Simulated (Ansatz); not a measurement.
RuW:
```yaml
crystal:
  lattice:
    - [2.77076, 0.00000, 0.00000]
    - [0.00000, 2.77076, 0.00000]
    - [0.00000, 0.00000, 3.78989]
  atoms:
    - { symbol: Ru, position: [0.50000, 0.50000, 0.50000] }
    - { symbol: W, position: [0.00000, 0.00000, 0.00000] }
```

This is the PBEsol-relaxed structure. Tensor components refer to the Cartesian frame of this cell.

Problem. All from PBEsol in the plane-wave PAW code Ansatz, unless another level is named. Give the Young's modulus.

Solution. 360 GPa.

Problem. Next, the elastic constants (relaxed ions, GPa)?

Solution. C11 = 565, C12 = 146, C13 = 268, C33 = 464, C44 = 170, C66 = 83.3.

Space group P4/mmm (L1₀ or tetragonal B2). The cell is a constructed one: a structure type filled with these elements; neither database checked (COD, Materials Project) lists it. Whether it is the stable phase at ambient conditions was not checked. The PBEsol relaxation kept the symmetry of its start; whether a distortion lowers the energy is not shown. No spin polarisation was allowed. As this level gives no gap, shear constants depend on the k-mesh and smearing (Fermi–Dirac, 0.1 eV here). On the denser mesh and wider smearing of the elastic run this cell carries a stress of 0.8 GPa. Scalar-relativistic: spin–orbit coupling is off unless named, which matters more the heavier the elements.

Potentials: the earlier of the program's two PAW sets. The files were generated under PBE; for other functionals the program regenerates the frozen cores, and for LDA and PBEsol the local potential too.
